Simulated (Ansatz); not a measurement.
Cu-63 nuclear quadrupole resonance in Al₂Cu at a changed volume

Cell: an entry of the Crystallography Open Database (COD), relaxed with PBE at fixed cell and then changed (volume scaled by 0.94, ions relaxed).

```cif
data_Al2Cu
_symmetry_space_group_name_H-M 'I4/mcm'
_symmetry_Int_Tables_number 140
_cell_length_a 5.9431
_cell_length_b 5.9431
_cell_length_c 4.7774
_cell_angle_alpha 90.000
_cell_angle_beta 90.000
_cell_angle_gamma 90.000
loop_
_atom_site_label
_atom_site_type_symbol
_atom_site_symmetry_multiplicity
_atom_site_Wyckoff_symbol
_atom_site_fract_x
_atom_site_fract_y
_atom_site_fract_z
Al Al 8 h 0.1581 0.6581 0.5000
Cu Cu 4 a 0.0000 0.0000 0.7500
```

One atom of each set is listed; the run and its k-mesh use a cell of 6 atoms with edges of 4.83, 4.83, 4.83 Å.

The numbers come from a DFT calculation in Ansatz (PBE, plane waves and PAW, scalar-relativistic, 420 eV cutoff, Γ-centred 12×12×12 k-points, Fermi–Dirac smearing 0.05 eV).

Cu-63: I = 3/2, Q = -220.0 mb (year-2017 value). Static lattice, zero field.

(1) At which frequencies do the Cu-63 NQR lines lie?

(2) And for 65Cu (I = 3/2, Q = -204.0 mb) on Cu?

Answers

(1) For I = 3/2 there is one line, ν = (|C_Q|/2)(1 + η²/3)^½.

```csv
site,atoms,V_zz (10²¹ V/m²),C_Q (MHz),η,line frequencies (MHz)
Cu,2,-2.98,15.9,0.00,7.94
```

(2) C_Q scales with Q to 14.7 MHz, with lines at 7.36 MHz.

An axis of threefold or higher order runs through Cu, so V_zz lies along it and η is zero.

With no gap above 0.1 eV, as in a metal, the gradients converge slowly in k; expect changes of a tenth or more on a denser mesh. At this changed cell the PBE pressure is 7 GPa.

The relaxation (2 steps) took 28 s of wall time (28 s of CPU time) and 0.73 GiB at its peak, on 1 thread of Intel Xeon Platinum 8488C (Sapphire Rapids) (x86_64; 16 cores open to the job, memory cap 3.0 GiB, no GPU), a shared host with a load of 0.3 a core.
